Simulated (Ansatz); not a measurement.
AuSb2 (space group Pa-3)

```
CELL_PARAMETERS angstrom
      6.67437     0.00000     0.00000
      0.00000     6.67437     0.00000
      0.00000     0.00000     6.67437
ATOMIC_POSITIONS crystal
  Sb 0.37503 0.12497 0.87503
  Sb 0.62497 0.87503 0.12497
  Sb 0.12497 0.87503 0.37503
  Sb 0.87503 0.12497 0.62497
  Sb 0.87503 0.37503 0.12497
  Sb 0.12497 0.62497 0.87503
  Sb 0.62497 0.62497 0.62497
  Sb 0.37503 0.37503 0.37503
  Au 0.00000 0.50000 0.50000
  Au 0.50000 0.50000 0.00000
  Au 0.50000 0.00000 0.50000
  Au 0.00000 0.00000 0.00000
```

The slice is a {110} plane (indices of the conventional cell) through the point (0.500, 0.500, 0.000) (fractional), spanned by u = [100] and v = [011] in vectors of this cell: u (6.67 Å) and v (9.44 Å, at 90° to u). It covers one period; positions are fractions (u, v).

Calculation: PBEsol (plane waves to 420 eV, PAW, scalar-relativistic; Ansatz, a first-principles code). k mesh 6×6×6. Near the nuclei the fields are pseudised (PAW); where an atom keeps semicore shells as valence, they peak there. AuSb2 was relaxed with its symmetry unable to fall. Spin-orbit coupling is left out, though Au and Sb are heavy.

Task: Predict the map of the electrostatic potential energy of an electron, from the cell's mean on the slice.

Result: 
```
|xx *+::=::+* x|
|x *%#**#**#%+ |
|*%@@@%@@@%%#*+|
|*@@@%%%@@@%+:-|
|+%@#-  +%@#-  |
|*%%:xxx *@%+:-|
|*## xxxx-%@#*+|
|x = xxxx-%@@+ |
|xx .xxx +#%# x|
|xxx+-  :  -+xx|
|xx #%#+ xxx. x|
|x +@@%-xxxx = |
|*+*#@%-xxxx ##|
|*-:+%@* xxx:%%|
|+  -#@%+  -#@%|
|*-:+%@@@%%%@@@|
|*+*#%%@@@%@@@%|
|x +%#**#**#%* |
|xx *+::=::+* x|
|xxx+-  :  -+xx|
```
Scale: ten equal steps from 0.00 (start of ' ') to 8.57 (end of '@'), in the order ' .:-=+*#%@'. Values: electrostatic potential energy of an electron, from the cell's mean, in eV. The map has 14 points along u (one character each, u = 0 at the left) and 20 along v (v = 0 in the bottom row). Points within 1 Å of a nucleus are blanked (x), as the pseudised field means little there. Values under 0 eV are set to 0. The zero, the cell's mean, hangs on the PAW cores.
